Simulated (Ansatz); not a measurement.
Polymorphs of AgW, each relaxed with PBEsol in the plane-wave PAW code Ansatz:

A: Cmcm
a = 2.686 Å, b = 10.906 Å, c = 4.465 Å, α = 90.00°, β = 90.00°, γ = 90.00°

```
atom  site  symmetry       x       y       z
----  ----  --------  ------  ------  ------
Ag      4c       m2m  0.0000  0.3155  0.2500
W       4c       m2m  0.0000  0.0589  0.2500
```

B: Pmma
a = 4.5874 Å, b = 2.7015 Å, c = 5.1507 Å, α = 90.00°, β = 90.00°, γ = 90.00°

```json
[
 {"atom": "W", "site": "2e", "symmetry": "mm2", "x": "0.7500", "y": "0.0000", "z": "0.1340"},
 {"atom": "Ag", "site": "2f", "symmetry": "mm2", "x": "0.2500", "y": "0.5000", "z": "0.3615"}
]
```

Put the candidates in order of energy per atom at 0 K, lowest first, for PBEsol.

B (+0 meV/atom), A (+77 meV/atom)

Typed or built starts, not in the databases checked: A; B. Unstable at this level: B. All cells were relaxed under the symmetry of their starts (and spin orders); stability against distortions was not tested throughout. Rows with no word on spin ran without spin polarisation. Spin–orbit coupling is left out wherever it is not named.

Energies hold the estimated change up to a 700 eV cutoff; steps of a few meV lie near the error of the meshes.

Potentials: the later of the program's two PAW sets.
